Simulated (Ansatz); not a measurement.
SnO2:
Space group Pbcn (No. 60); a = 4.7029 Å, b = 5.6952 Å, c = 5.2047 Å, α = 90.00°, β = 90.00°, γ = 90.00°

```csv
atom,site,symmetry,x,y,z
Sn,4c,.2.,0.0000,0.1673,0.7500
O,8d,1,0.2310,0.1049,0.4224
```

Relaxed with LDA.

**Question.** Which orbitals make up the states near the band edges in the program Ansatz at the LDA level (PAW)?

**Answer.** Top 1 eV of the valence band: O 2p 97 %. Bottom 1 eV of the conduction band: Sn 5s 50 %, O 2s 27 %, O 2p 19 %. Projections are on Löwdin-orthogonalised atomic valence shells; empty p or d shells of many metals are not among them.

**Question.** Tabulate the density of states.

**Answer.** States/eV per cell of 12 atoms, in 0.25 eV bins, energy from the valence-band maximum.

| E (eV) | total | O 2p | Sn 5s | Sn 5p |
|---|---|---|---|---|
| -7.85 | 0.72 | 0.40 | 0.28 | 0.00 |
| -7.60 | 1.61 | 0.91 | 0.61 | 0.02 |
| -7.35 | 4.06 | 2.32 | 1.41 | 0.15 |
| -7.10 | 5.18 | 2.98 | 1.74 | 0.20 |
| -6.85 | 3.71 | 2.14 | 1.20 | 0.15 |
| -6.60 | 2.78 | 1.61 | 0.83 | 0.12 |
| -6.35 | 2.84 | 1.66 | 0.79 | 0.13 |
| -6.10 | 2.90 | 1.73 | 0.75 | 0.16 |
| -5.85 | 1.98 | 1.20 | 0.47 | 0.12 |
| -5.60 | 1.73 | 1.08 | 0.37 | 0.13 |
| -5.35 | 1.49 | 0.97 | 0.26 | 0.16 |
| -5.10 | 2.07 | 1.44 | 0.18 | 0.34 |
| -4.85 | 4.05 | 2.92 | 0.17 | 0.80 |
| -4.60 | 5.67 | 4.17 | 0.17 | 1.12 |
| -4.35 | 5.04 | 3.75 | 0.15 | 0.96 |
| -4.10 | 5.64 | 4.25 | 0.11 | 1.06 |
| -3.85 | 8.12 | 6.18 | 0.14 | 1.43 |
| -3.60 | 6.31 | 4.87 | 0.12 | 1.01 |
| -3.35 | 6.96 | 5.49 | 0.13 | 1.03 |
| -3.10 | 6.82 | 5.48 | 0.10 | 0.93 |
| -2.85 | 6.49 | 5.26 | 0.09 | 0.79 |
| -2.60 | 5.45 | 4.48 | 0.07 | 0.60 |
| -2.35 | 6.25 | 5.32 | 0.05 | 0.58 |
| -2.10 | 7.19 | 6.30 | 0.04 | 0.53 |
| -1.85 | 6.66 | 5.94 | 0.03 | 0.38 |
| -1.60 | 7.05 | 6.39 | 0.04 | 0.30 |
| -1.35 | 9.39 | 8.75 | 0.03 | 0.24 |
| -1.10 | 11.21 | 10.68 | 0.02 | 0.12 |
| -0.85 | 17.91 | 17.27 | 0.02 | 0.09 |
| -0.60 | 11.15 | 10.83 | 0.01 | 0.05 |
| -0.35 | 9.66 | 9.44 | 0.01 | 0.06 |
| -0.10 | 13.92 | 13.65 | 0.01 | 0.08 |
| 0.15 | 0.00 | 0.00 | 0.00 | 0.00 |
| 0.40 | 0.00 | 0.00 | 0.00 | 0.00 |
| 0.65 | 0.00 | 0.00 | 0.00 | 0.00 |
| 0.90 | 0.00 | 0.00 | 0.00 | 0.00 |
| 1.15 | 0.00 | 0.00 | 0.00 | 0.00 |
| 1.40 | 0.00 | 0.00 | 0.00 | 0.00 |
| 1.65 | 0.01 | 0.00 | 0.00 | 0.00 |
| 1.90 | 0.05 | 0.01 | 0.03 | 0.00 |
| 2.15 | 0.10 | 0.02 | 0.05 | 0.00 |
| 2.40 | 0.14 | 0.03 | 0.07 | 0.01 |
| 2.65 | 0.20 | 0.05 | 0.09 | 0.01 |
| 2.90 | 0.26 | 0.07 | 0.11 | 0.01 |
| 3.15 | 0.34 | 0.09 | 0.14 | 0.02 |
| 3.40 | 0.42 | 0.12 | 0.18 | 0.03 |
| 3.65 | 0.54 | 0.16 | 0.23 | 0.04 |
| 3.90 | 0.70 | 0.22 | 0.29 | 0.05 |
| 4.15 | 0.94 | 0.30 | 0.39 | 0.08 |
| 4.40 | 1.33 | 0.42 | 0.55 | 0.12 |
| 4.65 | 1.80 | 0.56 | 0.77 | 0.17 |
| 4.90 | 2.48 | 0.77 | 1.08 | 0.26 |
| 5.15 | 4.08 | 1.28 | 1.80 | 0.43 |
| 5.40 | 2.95 | 0.97 | 1.30 | 0.31 |
| 5.65 | 2.56 | 0.87 | 1.15 | 0.26 |
| 5.90 | 3.80 | 1.37 | 1.74 | 0.33 |
| 6.15 | 4.58 | 1.68 | 2.12 | 0.36 |
| 6.40 | 2.59 | 0.94 | 1.20 | 0.21 |

This is a known high-pressure phase of the composition, computed here at zero pressure and temperature. The LDA relaxation kept the symmetry of its start; phonons on a q-mesh show no instability. Spin–orbit coupling is left out wherever it is not named.

Potentials: the later of the program's two PAW sets.
